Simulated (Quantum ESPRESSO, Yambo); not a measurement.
**CdI2: DFT and GW levels**

CdI$_{2}$ is taken in the trigonal space group P-3m1 (No. 164), the CdI2 type structure, Pearson symbol hP3. Cell: a = 4.2421 Å, b = 4.2421 Å, c = 6.8172 Å, α = 90.00°, β = 90.00°, γ = 120.00°. Cd on 1a is coordinated by 6 I at 2.998 Å (octahedral). I on 2d has 3 Cd at 2.998 Å (trigonal pyramidal). (Neighbours: up to the widest gap in distance over summed covalent radii, below 1.35, at either atom; cation-cation contacts left out.)

Cell and atoms were relaxed with PBE+D3(BJ) from Materials Project entry mp-567259, within its symmetry.

Starting point: PBEsol (Quantum ESPRESSO, PseudoDojo norm-conserving, 102 Ry, scalar-relativistic). G0W0 in Yambo: 3×3×2 Γ-centred k mesh, bands 5 to 211 and a 8 Ry block in the screening, 211 bands in G with the Bruneval-Gonze terminator, plasmon pole fitted at 27.2 eV.

```json
{
 "PBEsol gap along the band path": "2.24 eV",
 "PBEsol gap between the mesh's edge points (A → Γ)": "2.32 eV",
 "G0W0 gap between the same points": "3.67 eV",
 "PBEsol smallest direct gap on the mesh (at Γ)": "2.44 eV",
 "G0W0 direct gap at that point": "3.77 eV",
 "estimate of the fundamental G0W0 gap (path gap plus the correction; the mesh misses a band edge)": "3.59 eV"
}
```

```json
[
 {"k point": "Γ", "band": "VB", "E PBEsol (eV)": "-0.12", "E QP (eV)": "-1.00", "shift (eV)": "-0.88", "Z": "0.80"},
 {"k point": "Γ", "band": "CB", "E PBEsol (eV)": "2.32", "E QP (eV)": "2.77", "shift (eV)": "0.45", "Z": "0.82"},
 {"k point": "A", "band": "VB", "E PBEsol (eV)": "0.00", "E QP (eV)": "-0.90", "shift (eV)": "-0.90", "Z": "0.80"},
 {"k point": "A", "band": "CB", "E PBEsol (eV)": "3.55", "E QP (eV)": "4.06", "shift (eV)": "0.51", "Z": "0.81"},
 {"k point": "K", "band": "VB", "E PBEsol (eV)": "-1.18", "E QP (eV)": "-2.15", "shift (eV)": "-0.96", "Z": "0.79"},
 {"k point": "K", "band": "CB", "E PBEsol (eV)": "2.53", "E QP (eV)": "2.94", "shift (eV)": "0.41", "Z": "0.81"},
 {"k point": "H", "band": "VB", "E PBEsol (eV)": "-0.26", "E QP (eV)": "-1.16", "shift (eV)": "-0.90", "Z": "0.80"},
 {"k point": "H", "band": "CB", "E PBEsol (eV)": "3.39", "E QP (eV)": "3.91", "shift (eV)": "0.52", "Z": "0.81"}
]
```

Energies count from the PBEsol valence-band maximum.

Nearest settings tried, and what they do to the gap: 133 bands in G: -2 meV; 133 bands in W, 133 bands in G: -0 meV; 3 Ry block (73 vectors against 299): -156 meV. Not varied: mesh. So the settings aren't converged at that level. The k mesh is coarse.

Without spin-orbit coupling, band edges of such heavy elements can be off by tenths of an eV.
